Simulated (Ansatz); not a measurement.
Ta₂N:
```cif
data_NTa2
_chemical_formula_sum 'N1 Ta2'
_space_group_name_H-M_alt 'P-3m1'
_space_group_IT_number 164
_space_group_name_Hall '-P 3 2"'
_cell_length_a 3.07496
_cell_length_b 3.07496
_cell_length_c 4.89141
_cell_angle_alpha 90.000
_cell_angle_beta 90.000
_cell_angle_gamma 120.000
loop_
_atom_site_label
_atom_site_type_symbol
_atom_site_symmetry_multiplicity
_atom_site_Wyckoff_symbol
_atom_site_fract_x
_atom_site_fract_y
_atom_site_fract_z
_atom_site_occupancy
N1 N 1 a 0.00000 0.00000 0.00000 1
Ta1 Ta 2 d 0.33333 0.66667 0.25650 1
```

Relaxed at zero pressure with r²SCAN (plane waves, PAW; program Ansatz).

Task: The volume is lowered by 3 % and shape and atoms relax at that volume. What pressure results, and how do the axes share the change?

Result: 9.5 GPa; a -1.1 %, b -1.1 %, c -0.9 %; the energy rises by 12 meV/atom.

Task: Give the new structure.

Result: 
Space group P-3m1 (No. 164); a = 3.042 Å, b = 3.042 Å, c = 4.849 Å, α = 90.00°, β = 90.00°, γ = 120.00°

```tsv
atom	site	symmetry	x	y	z
N	1a	-3m.	0.0000	0.0000	0.0000
Ta	2d	3m.	0.3333	0.6667	0.2578
```

The phase is kept; no other phase was compared at this pressure.

The r²SCAN relaxation kept the symmetry of its start; of distortions, only those at the zone centre were tested. The run is not spin-polarised. The volume moved by 19 % from the start of the relaxation. Spin–orbit coupling is left out wherever it is not named.

Potentials: the later of the program's two PAW sets.
